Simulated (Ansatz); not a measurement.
GaP:
```cif
data_GaP
_chemical_formula_sum 'Ga1 P1'
_space_group_name_H-M_alt 'P 1'
_space_group_IT_number 1
_cell_length_a 3.84586
_cell_length_b 3.84586
_cell_length_c 3.84586
_cell_angle_alpha 60.000
_cell_angle_beta 60.000
_cell_angle_gamma 60.000
loop_
_space_group_symop_operation_xyz
  'x, y, z'
loop_
_atom_site_label
_atom_site_type_symbol
_atom_site_fract_x
_atom_site_fract_y
_atom_site_fract_z
_atom_site_occupancy
Ga1 Ga 0.00000 0.00000 0.00000 1
P1 P 0.75000 0.75000 0.75000 1
```

Relaxed with PBEsol. Independent-particle spectrum: no excitons, no local fields, no scissors shift; 0.1 eV broadening; ε₁ of the summed bands alone.

Question: Tabulate the dielectric function from PBEsol (plane waves, PAW; program Ansatz).

Answer: 

```
E (eV)  ε₁ xx  ε₂ xx
------  -----  -----
0.0     11.19   0.00
0.3     11.25   0.00
0.6     11.43   0.00
0.9     11.74   0.00
1.2     12.24   0.00
1.5     13.01   0.00
1.8     14.38   0.18
2.1     15.76   0.89
2.4     18.21   1.55
2.7     25.12   7.15
3.0     15.94  13.47
3.3     14.18  11.63
3.6     16.52  11.31
3.9     17.91  18.45
4.2     19.10  24.35
4.5     -9.78  36.16
4.8     -9.05  17.19
5.1     -5.93  12.72
5.4     -4.35  12.09
5.7     -5.02  14.62
6.0     -7.83   9.37
6.3     -6.87   7.25
6.6     -6.33   5.96
6.9     -5.77   4.76
7.2     -5.09   3.89
7.5     -4.48   3.27
7.8     -3.93   2.82
8.1     -3.41   2.44
8.4     -2.72   2.56
8.7     -3.04   2.54
9.0     -2.96   2.02
9.3     -2.65   1.66
9.6     -2.28   1.56
9.9     -2.22   1.53
10.2    -2.17   1.26
10.5    -1.93   1.07
10.8    -1.76   0.95
11.1    -1.60   0.83
11.4    -1.45   0.73
11.7    -1.29   0.65
12.0    -1.15   0.57
```

Question: From ε at 3.2 eV (xx: 14.29 + 12.16i), find n, k, the normal reflectivity and the absorption coefficient.

Answer: n = 4.07, k = 1.496, R = 42 %, α = 2kE/ħc = 490000 cm⁻¹.

With all bands, ε∞ without local fields is 11.3. DFPT, with local fields, gives 10.6.

Space group F-43m (zinc blende). Symmetry was held in the PBEsol relaxation. Spin–orbit coupling is left out wherever it is not named.

Potentials: the earlier of the program's two PAW sets. The files were generated under PBE; for other functionals the program regenerates the frozen cores, and for LDA and PBEsol the local potential too.
